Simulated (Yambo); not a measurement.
G0W0@PBEsol for Na3Sb (space group P6_3/mmc, No. 194) in Yambo. Reference settings: 3×3×1 Γ-centred k mesh, bands 7 to 252 and a 6 Ry block in the screening, 252 bands in G with the Bruneval-Gonze terminator, plasmon pole fitted at 27.2 eV. The PBEsol gap Γ → Γ on this mesh is 0.41 eV; G0W0 gaps are taken between the same points.

```json
[
 {"change from the reference": "reference settings", "G0W0 gap Γ → Γ (eV)": "1.15", "shift of the valence edge (eV)": "-0.76"},
 {"change from the reference": "199 bands in W, 199 bands in G, 2 Ry block", "G0W0 gap Γ → Γ (eV)": "0.93", "shift of the valence edge (eV)": "-0.48"},
 {"change from the reference": "wavefunctions cut at 30 Ry", "G0W0 gap Γ → Γ (eV)": "1.20", "shift of the valence edge (eV)": "-0.77"},
 {"change from the reference": "wavefunctions cut at 10 Ry", "G0W0 gap Γ → Γ (eV)": "___", "shift of the valence edge (eV)": "-0.53"},
 {"change from the reference": "104 bands in W, 104 bands in G", "G0W0 gap Γ → Γ (eV)": "1.09", "shift of the valence edge (eV)": "-0.45"},
 {"change from the reference": "no terminator", "G0W0 gap Γ → Γ (eV)": "1.13", "shift of the valence edge (eV)": "-0.68"},
 {"change from the reference": "3 Ry block, no terminator", "G0W0 gap Γ → Γ (eV)": "___", "shift of the valence edge (eV)": "-0.59"},
 {"change from the reference": "73 bands in W, 73 bands in G", "G0W0 gap Γ → Γ (eV)": "___", "shift of the valence edge (eV)": "-0.24"}
]
```

Q: Estimate the withheld gaps from the other rows; the computed values follow.

A: 
- wavefunctions cut at 10 Ry, G0W0 gap Γ → Γ (eV): 1.32
- 3 Ry block, no terminator, G0W0 gap Γ → Γ (eV): 1.04
- 73 bands in W, 73 bands in G, G0W0 gap Γ → Γ (eV): 1.07

The reference isn't shown to be the converged limit.

The standard potential for Sb keeps a d shell in the valence without the s and p states of that shell. In tests on such compounds this moved G0W0 gaps by up to about 0.9 eV, so absolute quasiparticle energies here are unreliable; differences between settings are what counts.

Spin-orbit coupling is not included.

Geometry of the Materials Project entry, not relaxed at this level; primitive cell a = 5.3207 Å, b = 5.3207 Å, c = 9.4701 Å, α = 90.00°, β = 90.00°, γ = 120.00°.

A shift is the quasiparticle energy of the state minus its PBEsol energy.
